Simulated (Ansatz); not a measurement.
## Zincblende alloy of CuI and AgI (6 of 32 Cu sites exchanged), 64 atoms

Ansatz, PAW, plane waves. PBEsol relaxation of volume and atoms (shape held) at the single k point (¼, ¼, ¼) without its symmetry partners; single points on the relaxed atoms at the Γ point alone, onto which points of the small cell's zone fold. Arrangement: quasirandom. No spin–orbit coupling unless named.

Relaxed structure:

```
Cu Ag I
1.0
    12.06387    0.00000    0.00000
     0.00000   12.06387    0.00000
     0.00000    0.00000   12.06387
Cu Ag I
26 6 32
Direct
  0.00222 0.99232 0.00587
  0.00151 0.99757 0.49272
  0.99674 0.50660 0.00521
  0.00142 0.50214 0.49707
  0.49972 0.99780 0.00963
  0.49706 0.99862 0.48938
  0.50362 0.50442 0.00547
  0.24668 0.24686 0.49297
  0.24760 0.75061 0.00331
  0.24422 0.75038 0.49679
  0.75023 0.25325 0.01094
  0.75426 0.24985 0.49216
  0.75500 0.74631 0.00739
  0.75561 0.75175 0.49257
  0.25088 0.99707 0.25163
  0.24643 0.99238 0.74663
  0.24657 0.50177 0.25113
  0.24506 0.50674 0.74972
  0.75032 0.99973 0.24997
  0.75360 0.50136 0.24828
  0.75816 0.50243 0.75375
  0.99936 0.25014 0.25215
  0.00015 0.74906 0.25019
  0.00263 0.74882 0.75035
  0.50147 0.24796 0.25015
  0.50065 0.75178 0.24893
  0.50075 0.50038 0.49988
  0.25348 0.24955 0.00405
  0.75340 0.00127 0.74767
  0.00063 0.24888 0.74693
  0.50412 0.25395 0.75392
  0.49748 0.75280 0.75213
  0.11821 0.11661 0.13418
  0.12971 0.11499 0.61503
  0.12348 0.62651 0.12672
  0.12326 0.62622 0.62193
  0.62444 0.12437 0.12734
  0.62368 0.12456 0.60525
  0.62689 0.62648 0.12917
  0.64200 0.62817 0.62486
  0.38346 0.38372 0.13528
  0.35563 0.37408 0.62461
  0.37254 0.87332 0.12666
  0.36806 0.87878 0.61212
  0.87852 0.37704 0.12762
  0.86812 0.38168 0.61492
  0.87509 0.87270 0.12930
  0.88497 0.86768 0.61564
  0.37322 0.12579 0.36968
  0.37489 0.10523 0.87367
  0.36710 0.63327 0.36732
  0.36731 0.61795 0.88425
  0.87611 0.12253 0.37261
  0.87641 0.12550 0.89496
  0.87696 0.62422 0.37123
  0.87706 0.62896 0.87701
  0.12312 0.37519 0.37288
  0.12224 0.39046 0.87867
  0.12384 0.87321 0.37075
  0.12361 0.87251 0.87561
  0.63287 0.36936 0.36480
  0.63545 0.38501 0.88534
  0.62563 0.87337 0.37200
  0.62823 0.87429 0.89374
```

**Question.** What are the mean bond lengths by pair (pairs within 1.2 times the sum of covalent radii, less contacts 15 % beyond the pair's median; cation–cation pairs of compounds aside; long ionic contacts are cut short by that bound)?

**Answer.** Ag–I 2.765 ± 0.011 Å (standard deviation, 24 bonds); Cu–I 2.580 ± 0.010 Å (standard deviation, 104 bonds).

**Question.** What gap lies between the top filled and the lowest empty level in the single points?

**Answer.** HSE06 2.63 eV (58 s on NVIDIA GB200).
